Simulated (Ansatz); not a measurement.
Input, command and steps of an Ansatz relaxation.

```yaml
crystal:
  lattice:
    - [-5.73195351, 3.82130234, 1.91065117]
    - [5.73195351, 3.82130234, -1.91065117]
    - [-1.91065117, -3.82130234, -5.73195351]
  atoms:
    - { symbol: Cu, position: [0.0458901217, 0.34599225, 0.9050664149] }
    - { symbol: Cu, position: [0.0966871194, 0.7007875147, 0.79538798] }
    - { symbol: Cu, position: [0.5497328381, 0.8491495424, 0.8969950388] }
    - { symbol: Cu, position: [0.1564245228, 0.0523752476, 0.7055872837] }
    - { symbol: Cu, position: [0.2559771917, 0.754865004, 0.4977885106] }
    - { symbol: Cu, position: [0.6511090068, 0.5520466854, 0.6996282541] }
    - { symbol: Cu, position: [0.3529552975, 0.4499995635, 0.2977398907] }
    - { symbol: Cu, position: [0.7539204719, 0.2535760624, 0.5049525921] }
    - { symbol: Cu, position: [0.7990566634, 0.6037072387, 0.4031445138] }
    - { symbol: Cu, position: [0.9054092614, 0.3045630186, 0.2040316947] }
    - { symbol: Ir, position: [0.2032115118, 0.3974205829, 0.6026131093] }
    - { symbol: Ir, position: [0.6007299239, 0.1995927339, 0.8034864662] }
    - { symbol: Ir, position: [0.3987803428, 0.8043691014, 0.1966160157] }
    - { symbol: Ir, position: [0.0004324677, 0.0041175144, 0.0010903933] }
    - { symbol: Ir, position: [0.4480561189, 0.1511100882, 0.0988578375] }
    - { symbol: Ir, position: [0.9510918798, 0.6490465957, 0.101496587] }
    - { symbol: Au, position: [0.6944129786, 0.8970544183, 0.5998464889] }
    - { symbol: Au, position: [0.2938411075, 0.0975362432, 0.3972534461] }
    - { symbol: Au, position: [0.8504070944, 0.9545892403, 0.3000718162] }
    - { symbol: Au, position: [0.4975822597, 0.5007101614, 0.000560996] }
  symmetry: { detect: false }
basis:
  ecutwfc: 420
kpoints:
  mp_grid: { grid: [2, 2, 2], shift: [0.5, 0.5, 0.5] }
hamiltonian:
  xc: pbe
scf:
  occupations: { method: gaussian, width: 0.1 }
  lower_state_search: "off"
output:
  forces: true
  stress: true
  eigenvalues: true
relax:
  adjacent_minimum: "off"
  f_tol: 0.04
  max_steps: 50
  cell: { stress_tol: 0.3 }
```

```bash
ansatz run input.yaml --threads 4 --pin off --max-ram 9216MiB --backend cpu --events-out ev --progress --plain --runs-dir out
```

Method: DFT PBE, scalar-relativistic, plane waves, PAW (Ansatz 0.2.0).

Of 7 frames 6 are shown, positions in Å and forces in eV/Å; the SCF threshold varies from step to step. Steps run on the plane waves of an earlier cell, with a Pulay correction in the pressure. The basis is chosen afresh for the last frame, the zero of the energies, and at times for earlier ones too; energy and pressure step there, also at an unchanged geometry. The mark taken_back stands on steps that the optimiser undid.

```xyz
20
Lattice="-5.7320 3.8213 1.9107 5.7320 3.8213 -1.9107 -1.9107 -3.8213 -5.7320" Properties=species:S:1:pos:R:3:forces:R:3 pbc="T T T" step=1 free_energy_over_end_meV_per_atom=52.88 pressure_GPa=2.92
Cu   -0.0091   -1.9610   -5.7612    0.4579    0.3717   -0.1003
Cu    1.9430    0.0080   -5.7134   -0.1411   -0.0490    0.4205
Cu    0.0024    1.9179   -5.7136    0.6328   -0.1868    0.0357
Cu   -1.9445   -1.8984   -3.8456   -0.1686   -0.4864   -0.1157
Cu    1.9085    1.9605   -3.8065   -0.1519   -1.0214    0.0562
Cu   -1.9046    1.9241   -3.8210   -0.3344    0.1530    0.0020
Cu   -0.0126    1.9306   -1.8920    0.2562   -0.3117   -0.2784
Cu   -3.8327    1.9204   -1.9384    0.2359    0.5799   -0.0601
Cu   -1.8900    3.8198   -1.9376   -0.7257   -0.1698    0.0745
Cu   -3.8339    3.8440   -0.0215    0.0980    0.1507   -0.1917
Ir   -0.0382   -0.0076   -3.8252    1.6133    0.6585   -0.6123
Ir   -3.8345   -0.0121   -3.8391   -0.0498    0.2200   -1.2690
Ir    1.9492    3.8463   -1.9019    1.1081   -0.5013    0.4857
Ir    0.0190    0.0132   -0.0133   -0.5939    0.4115    0.6708
Ir   -1.8910    1.9118    0.0007   -0.7625   -0.2782    0.8393
Ir   -1.9252    5.7268   -0.0047   -0.9286    0.1767    1.4859
Au    0.0154    3.7893   -3.8255   -0.4950   -0.1816    0.0074
Au   -1.8842   -0.0225   -1.9020   -0.9633    1.0055   -1.1087
Au    0.0238    5.7508   -1.9191    0.5853   -0.2137   -0.3837
Au    0.0169    3.8126   -0.0092    0.3276   -0.3276    0.0420
20
Lattice="-5.7578 3.8612 1.9439 5.7411 3.8366 -1.9447 -1.8939 -3.8441 -5.7896" Properties=species:S:1:pos:R:3:forces:R:3 pbc="T T T" step=2 free_energy_over_end_meV_per_atom=8.09 pressure_GPa=-1.36
Cu    0.0326   -1.9601   -5.8011    0.0542    0.0014    0.1944
Cu    1.9644    0.0015   -5.7132    0.2187    0.0378    0.2352
Cu    0.0518    1.9317   -5.7789    0.1017    0.0206   -0.0070
Cu   -1.9331   -1.9361   -3.8870    0.0137   -0.1234    0.0402
Cu    1.9209    1.9083   -3.8562    0.1198   -0.2112    0.1003
Cu   -1.9256    1.9634   -3.8826   -0.0925    0.0882   -0.1753
Cu   -0.0098    1.9179   -1.9211    0.1024   -0.1872   -0.1069
Cu   -3.8214    1.9713   -1.9518    0.0117    0.2168    0.0221
Cu   -1.9483    3.8287   -1.9035   -0.2362    0.0150    0.1973
Cu   -3.8679    3.9001   -0.0005   -0.1381    0.0446   -0.0800
Ir    0.1226    0.0609   -3.9297    0.1244   -0.0564    0.3843
Ir   -3.8513    0.0075   -3.9934   -0.3523    0.0183   -0.6434
Ir    2.0511    3.8073   -1.8902   -0.1244    0.0504   -0.0968
Ir   -0.0676    0.0511    0.0248   -0.5223   -0.1420   -0.1844
Ir   -1.9711    1.8934    0.0759   -0.0169   -0.1757    0.1531
Ir   -2.0129    5.8111    0.1047    0.5498    0.2327   -0.0446
Au   -0.0072    3.7838   -3.8634    0.0605    0.0086    0.0507
Au   -1.9671    0.0625   -2.0680    0.4450   -0.1395    0.1619
Au    0.0557    5.7884   -1.9694   -0.2954    0.2754    0.1250
Au    0.0550    3.8013   -0.0141   -0.0235    0.0255   -0.3259
20
Lattice="-5.7425 3.8448 1.9541 5.7256 3.8196 -1.9543 -1.8762 -3.8278 -5.7823" Properties=species:S:1:pos:R:3:forces:R:3 pbc="T T T" step=3 free_energy_over_end_meV_per_atom=1.97 pressure_GPa=0.77
Cu    0.0584   -1.9475   -5.7845   -0.0052   -0.0131    0.1331
Cu    1.9823    0.0042   -5.6758    0.1517    0.0326    0.1387
Cu    0.0732    1.9217   -5.7740   -0.0158    0.0062    0.0385
Cu   -1.9175   -1.9424   -3.8825    0.0380   -0.0287    0.0373
Cu    1.9406    1.8819   -3.8449    0.1239   -0.0125    0.0566
Cu   -1.9176    1.9609   -3.8914    0.0245    0.0193   -0.0474
Cu    0.0026    1.8898   -1.9330    0.0780   -0.0378   -0.0612
Cu   -3.8021    1.9752   -1.9291   -0.0048    0.0560    0.0060
Cu   -1.9580    3.8058   -1.8616   -0.1206    0.0185    0.1106
Cu   -3.8716    3.8942    0.0092   -0.1053    0.0589   -0.0418
Ir    0.1509    0.0664   -3.9122   -0.1650   -0.0780    0.1625
Ir   -3.8477    0.0110   -4.0517   -0.0587    0.0124   -0.0893
Ir    2.0568    3.7896   -1.9003   -0.4091    0.0446   -0.1531
Ir   -0.1219    0.0475    0.0236    0.1343   -0.0079   -0.0578
Ir   -1.9757    1.8598    0.0965    0.0529    0.0555   -0.0051
Ir   -1.9707    5.8220    0.1181    0.1699   -0.0208   -0.0935
Au   -0.0002    3.7647   -3.8614    0.0993    0.0358   -0.0271
Au   -1.9548    0.0632   -2.0899    0.0624   -0.0595    0.0595
Au    0.0345    5.7792   -1.9605   -0.0992   -0.0282   -0.0143
Au    0.0660    3.7755   -0.0410    0.0491   -0.0533   -0.1522
20
Lattice="-5.7822 3.8456 1.9830 5.7639 3.8073 -1.9612 -1.8725 -3.8382 -5.7991" Properties=species:S:1:pos:R:3:forces:R:3 pbc="T T T" step=4 free_energy_over_end_meV_per_atom=3.36 pressure_GPa=-0.09 taken_back
Cu    0.1245   -1.9615   -5.8207   -0.1400    0.0005    0.1554
Cu    2.0297   -0.0164   -5.6604    0.0200    0.0249    0.0012
Cu    0.1006    1.9140   -5.7528   -0.0556   -0.0966   -0.1106
Cu   -1.9587   -1.9660   -3.8309    0.1018    0.0273   -0.1202
Cu    1.9347    1.8499   -3.8447    0.1424    0.1283    0.0852
Cu   -1.8533    1.9195   -3.9611   -0.0789    0.0673    0.0918
Cu    0.0486    1.8560   -2.0072   -0.0706    0.0440    0.0755
Cu   -3.8230    1.9680   -1.9004    0.0288    0.0759    0.0256
Cu   -2.0072    3.8639   -1.7868   -0.0491   -0.2202   -0.0024
Cu   -3.9255    3.8624    0.0374    0.0584    0.1202    0.0066
Ir    0.1375    0.0134   -3.9291   -0.0963   -0.0004    0.1280
Ir   -3.8385    0.0191   -4.0808   -0.0932   -0.0203   -0.0586
Ir    2.0457    3.7853   -1.9142   -0.0249    0.0475   -0.0890
Ir   -0.1044    0.0888    0.0150   -0.1186   -0.0248    0.0188
Ir   -2.0047    1.8533    0.1230   -0.0097   -0.0246    0.0342
Ir   -1.9565    5.8711    0.1537   -0.0096   -0.2636   -0.1346
Au    0.0051    3.7947   -3.8712    0.1529   -0.0938    0.0147
Au   -1.9666    0.0805   -2.0853    0.0149   -0.0440    0.0025
Au   -0.0029    5.7494   -1.9068    0.0878    0.0621   -0.1202
Au    0.0629    3.6738   -0.0651    0.1394    0.1902   -0.0041
20
Lattice="-5.7689 3.8413 1.9698 5.7514 3.8148 -1.9693 -1.8731 -3.8240 -5.7945" Properties=species:S:1:pos:R:3:forces:R:3 pbc="T T T" step=5 free_energy_over_end_meV_per_atom=0.29 pressure_GPa=-0.24
Cu    0.0897   -1.9397   -5.7862    0.0089    0.0181    0.0062
Cu    2.0154    0.0077   -5.6685   -0.0138    0.0036   -0.0154
Cu    0.0886    1.9132   -5.7866   -0.0062   -0.0313    0.0094
Cu   -1.9167   -1.9479   -3.8800    0.0132    0.0037   -0.0169
Cu    1.9683    1.8690   -3.8457    0.0083   -0.0038   -0.0021
Cu   -1.9028    1.9568   -3.9206    0.0179    0.0065    0.0243
Cu    0.0213    1.8768   -1.9643   -0.0074    0.0263   -0.0030
Cu   -3.8156    1.9885   -1.9124   -0.0012   -0.0132    0.0006
Cu   -1.9902    3.8071   -1.8243    0.0051   -0.0134    0.0126
Cu   -3.9092    3.8971    0.0187   -0.0071    0.0217    0.0282
Ir    0.1356    0.0573   -3.9090   -0.0432    0.0164   -0.0403
Ir   -3.8519    0.0178   -4.0862    0.0323    0.0057    0.0047
Ir    2.0390    3.7885   -1.9301    0.0859   -0.0286   -0.0331
Ir   -0.1161    0.0552    0.0165    0.0175    0.0338    0.0395
Ir   -1.9868    1.8491    0.1091    0.0040   -0.0259    0.0359
Ir   -1.9607    5.8346    0.1190   -0.1088    0.0432    0.0341
Au    0.0201    3.7672   -3.8848    0.0390   -0.0118   -0.0494
Au   -1.9639    0.0690   -2.0895   -0.0645    0.0049   -0.0099
Au    0.0137    5.7684   -1.9606    0.0027   -0.0708   -0.0299
Au    0.0714    3.7427   -0.0642    0.0176    0.0149    0.0045
20
Lattice="-5.7621 3.8380 1.9697 5.7433 3.8110 -1.9721 -1.8711 -3.8180 -5.8004" Properties=species:S:1:pos:R:3:forces:R:3 pbc="T T T" step=7 free_energy_over_end_meV_per_atom=0.00 pressure_GPa=0.03
Cu    0.0915   -1.9303   -5.7888    0.0019    0.0024    0.0017
Cu    2.0098    0.0102   -5.6719    0.0027   -0.0004   -0.0067
Cu    0.0884    1.9057   -5.7972   -0.0060   -0.0021    0.0026
Cu   -1.9077   -1.9453   -3.8891    0.0059    0.0065   -0.0039
Cu    1.9705    1.8596   -3.8493   -0.0029   -0.0062   -0.0027
Cu   -1.9015    1.9646   -3.9187    0.0108   -0.0050   -0.0001
Cu    0.0132    1.8854   -1.9705   -0.0019   -0.0097   -0.0002
Cu   -3.8142    1.9916   -1.9106    0.0064   -0.0010   -0.0058
Cu   -1.9912    3.7974   -1.8205    0.0096    0.0040    0.0015
Cu   -3.9171    3.8986    0.0279    0.0109    0.0011   -0.0009
Ir    0.1250    0.0606   -3.9137    0.0033    0.0095    0.0191
Ir   -3.8402    0.0206   -4.0982   -0.0317    0.0058    0.0052
Ir    2.0403    3.7852   -1.9408   -0.0264   -0.0083    0.0196
Ir   -0.1133    0.0540    0.0176    0.0054    0.0006   -0.0069
Ir   -1.9805    1.8449    0.1129    0.0075    0.0077   -0.0064
Ir   -1.9645    5.8330    0.1215    0.0012   -0.0068    0.0041
Au    0.0338    3.7606   -3.9070    0.0041    0.0050    0.0086
Au   -1.9674    0.0698   -2.0919    0.0030    0.0047   -0.0182
Au    0.0061    5.7551   -1.9720   -0.0074   -0.0151   -0.0099
Au    0.0749    3.7437   -0.0702    0.0038    0.0072   -0.0006
```

Time: 48 s on 4 threads of Intel(R) Xeon(R) 6975P-C (Granite Rapids), on a shared host, peak memory 1.6 GiB.

The k mesh is coarse. Spin–orbit coupling is left out, which can shift energies with elements as heavy as these.